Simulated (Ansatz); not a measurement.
Given:

Ga2O3:
```
CELL_PARAMETERS angstrom
      6.13802     1.52373     0.00000
     -6.13802     1.52373     0.00000
     -1.37788     0.00000     5.64464
ATOMIC_POSITIONS crystal
  Ga 0.90951 0.09049 0.70469
  Ga 0.09049 0.90951 0.29531
  Ga 0.65876 0.34124 0.81446
  Ga 0.34124 0.65876 0.18554
  O  0.82677 0.17323 0.93725
  O  0.17323 0.82677 0.06275
  O  0.83474 0.16526 0.39046
  O  0.16526 0.83474 0.60954
  O  0.49626 0.50374 0.75594
  O  0.50374 0.49626 0.24406
```

This is the PBEsol-relaxed structure.

Problem. All from the program Ansatz at the PBEsol level (PAW), unless another level is named. Give the band gap.

Solution. 2.22 eV (smallest direct gap 2.24 eV).

Problem. What about the formation energy from the elements (no fitted shifts)?

Solution. -1893 meV/atom.

Problem. Predict the hole effective mass.

Solution. 3.1, 3.4, 4.4 mₑ (principal values).

Problem. What about the HSE06 gap on the PBEsol cell?

Solution. 4.12 eV.

Space group C2/m. The PBEsol relaxation kept the symmetry of its start. The references are the lowest solids computed at this level, not always the standard phases (solids in place of the gases). Scalar-relativistic: spin–orbit coupling is off unless named, which matters more the heavier the elements.

Potentials: the later of the program's two PAW sets.
